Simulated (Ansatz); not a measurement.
The relaxed structure here is a generated cell of Hg: the first start was made by placing the elements on the sites of a structure type, and the end was not matched to a known phase here, so it may be hypothetical.

The start is a generated trial cell of Hg in the beta-W structure type. Cell shape, volume and atoms are optimised at zero target pressure with PBEsol (plane waves to 420 eV, PAW, scalar-relativistic; Ansatz, a quantum-chemistry and plane-wave program). First-step values are on the input's coarse k-mesh.

Ansatz input (later rounds restart from its end on a renewed k-mesh):
Ansatz 0.2 input:
```yaml
crystal:
  lattice:
    - [5.758402, 0, 0]
    - [0, 5.758402, 0]
    - [0, 0, 5.758402]
  atoms:
    - { symbol: Hg, position: [0.25, 0, 0.5] }
    - { symbol: Hg, position: [0.75, 0, 0.5] }
    - { symbol: Hg, position: [0, 0.5, 0.25] }
    - { symbol: Hg, position: [0, 0.5, 0.75] }
    - { symbol: Hg, position: [0.5, 0.25, 0] }
    - { symbol: Hg, position: [0.5, 0.75, 0] }
    - { symbol: Hg, position: [0, 0, 0] }
    - { symbol: Hg, position: [0.5, 0.5, 0.5] }
basis: { ecutwfc: 420, ecutrho_ratio: 4, xc_grid: 2, fft_grid_basis: typed }
kpoints: { mp_grid: { grid: [6, 6, 6] } }
hamiltonian:
  xc: pbesol
  dispersion: none
  pseudopotentials: { azcp: { folder: ./paw }, kind: paw }
scf: { occupations: { method: fermi_dirac, width: 0.05 } }
relax: { f_tol: 0.01, max_steps: 100, cell: { stress_tol: 0.02 } }
output: { forces: true, stress: true }
```

Task: How does the volume per atom move from start to end?

Result: +0.8 %, from 23.87 to 24.06 Å³/atom.

Task: How do the shortest distances between atoms change?

Result: The closest pairs of elements (up to four, under 3.6 Å), start → end: Hg–Hg 2.88 → 2.89 Å.

Task: Is the relaxed structure metallic? Give its gap.

Result: Zero (metallic).

Task: Give the final cell and atomic positions.

Result: 
```cif
data_Hg8
_chemical_formula_sum 'Hg8'
_space_group_name_H-M_alt 'Pm-3n'
_space_group_IT_number 223
_space_group_name_Hall '-P 4n 2 3'
_cell_length_a 5.77404
_cell_length_b 5.77404
_cell_length_c 5.77404
_cell_angle_alpha 90.000
_cell_angle_beta 90.000
_cell_angle_gamma 90.000
loop_
_atom_site_label
_atom_site_type_symbol
_atom_site_symmetry_multiplicity
_atom_site_Wyckoff_symbol
_atom_site_fract_x
_atom_site_fract_y
_atom_site_fract_z
_atom_site_occupancy
Hg1 Hg 6 c 0.00000 0.50000 0.25000 1
Hg2 Hg 2 a 0.00000 0.00000 0.00000 1
```

The space group stays Pm-3n (No. 223) (the run could not lower it), with 8 atoms in the primitive cell. Final values are on a 8×8×8 k-mesh of the relaxed cell. No spin polarisation in the result.

The run could not lose the symmetry of its start, so the end can be a saddle point.

All atoms sit on sites fixed by symmetry, so only the cell could relax.
